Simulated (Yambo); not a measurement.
G0W0@PBE for GaAs (zinc blende, space group F-43m, No. 216) in Yambo. Reference settings: 4×4×4 Γ-centred k mesh, bands 9 to 217 and a 15 Ry block in the screening, 217 bands in G with the Bruneval-Gonze terminator, plasmon pole fitted at 27.2 eV. The PBE gap Γ → Γ on this mesh is 0.49 eV; G0W0 gaps are taken between the same points.

With and without the terminator, as bands are cut:

| bands in G (in W) | gap, terminator (eV) | gap, none (eV) | valence shift, terminator (eV) | valence shift, none (eV) |
|---|---|---|---|---|
| 80 (217) | 1.137 | 1.149 | -0.593 | -0.319 |
| 137 (217) | 1.134 | 1.134 | -0.588 | -0.473 |
| 217 (217) | 1.134 | 1.135 | -0.583 | -0.533 |

Over this range the gap spans 0.003 eV with the terminator and 0.015 eV without, the valence shift 0.010 eV and 0.214 eV. Neither column has reached its limit for certain.

Spin-orbit coupling is not included.

Geometry relaxed with PBEsol; primitive cell a = b = c = 4.003 Å, α = β = γ = 60.00°.

A shift is the quasiparticle energy of the state minus its PBE energy.

The potentials are those of PseudoDojo's stringent table.
